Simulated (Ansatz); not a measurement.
**Is this MgCd5O6 structure stable?**

The structure comes from a generated guess, relaxed at this level; another structure or a mixture of phases may lie lower.

Level of theory: Ansatz 0.2.0, DFT PBE, scalar-relativistic, plane waves, PAW. The final run on the 12-atom cell used 420 eV, a Γ-centred 12×12×4 mesh, 0.10 eV smearing and no spin polarisation.

```
Mg Cd O
1.0
     3.30297    0.00000    0.00000
    -1.65149    2.86046    0.00000
     0.00000    0.00000   16.38925
Mg Cd O
1 5 6
Direct
  0.00000 0.00000 0.50000
  0.66667 0.33333 0.65744
  0.33333 0.66667 0.34255
  0.66667 0.33333 0.17126
  0.00000 0.00000 0.00000
  0.33333 0.66667 0.82874
  0.33333 0.66667 0.56919
  0.66667 0.33333 0.43081
  0.00000 0.00000 0.25708
  0.33333 0.66667 0.08568
  0.66667 0.33333 0.91432
  0.00000 0.00000 0.74292
```

Energies over the elements count from the elements' standard structures at the same level (O₂ as a molecule), with no fitted energy shifts.

Question: These tests were run: energy against the elements; phonons at Γ. What do they show?

Answer:

```json
{"test": "energy against the elements", "result": "−1.26 eV/atom"}
{"test": "phonons at Γ", "result": "lowest optical mode 47 cm⁻¹"}
```

It fails none of these tests. Other phases of the system weren't compared here, so this isn't yet thermodynamic stability. Phonons away from Γ weren't computed.

The run for the phonons used a 12×12×4 k mesh and Fermi–Dirac smearing of 0.15 eV.
